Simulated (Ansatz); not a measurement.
A generator proposed this cell of B₃N₂.

```cif
data_structure
_symmetry_space_group_name_H-M 'R32:H'
_symmetry_Int_Tables_number 155
_cell_length_a 4.7884
_cell_length_b 4.7884
_cell_length_c 5.8002
_cell_angle_alpha 90.000
_cell_angle_beta 90.000
_cell_angle_gamma 120.000
_cell_volume 115.17
loop_
_atom_site_label
_atom_site_type_symbol
_atom_site_symmetry_multiplicity
_atom_site_Wyckoff_symbol
_atom_site_fract_x
_atom_site_fract_y
_atom_site_fract_z
_atom_site_occupancy
B1 B 9 d 0.66667 0.58333 0.33333 1
N1 N 6 c 0.00000 0.00000 0.26000 1
```

Level of theory: DFT PBE, scalar-relativistic, plane waves, PAW in Ansatz. Plane waves to 420 eV, a k mesh through Γ of 6×6×6 on the computed 5-atom cell and Gaussian smearing (0.10 eV); no spin polarisation.

Energies over the elements count from the elements' standard structures at the same level (N₂ as a molecule), with no fitted energy shifts.

**Question.** How far from equilibrium is it?

**Answer.** The pressure is -27.1 GPa (the mean over three directions, positive in compression), the largest force is 1.34 eV/Å, and the energy is +1.66 eV/atom against the elements. The shortest distance is 1.88 Å.

**Question.** How much does it gain on relaxing, and where does it end?

**Answer.** Relaxing gains about 1.9 eV/atom (the start's value is from the coarse mesh, so the gain is rough) in 49 ionic steps and ends at −0.28 eV/atom on the finer mesh. The symmetry stays R32 (No. 155). The volume per atom grows by 47.4 %, from 7.7 to 11.3 Å³. The shortest distance goes from 1.88 Å (B–N) to 1.45 Å (B–N). The ratio c/a of the conventional cell changes by a factor of 2.59. Conventional cell: a = 3.966 Å, c = 12.457 Å. B is surrounded by 2 N at 1.45 Å and 2 B at 1.90 Å; N is surrounded by 3 B at 1.45 Å.

The last run used a 12×12×12 mesh for its 5-atom cell and Gaussian smearing of 0.10 eV. Weakly bound directions are ill-defined at this level, which has no dispersion term. An odd number of electrons in the primitive cell allows no gap without spin; a larger cell or a magnetic state could open one. The relaxation can't lower the symmetry of the start. A structure relaxed within its symmetry needn't be a true minimum.
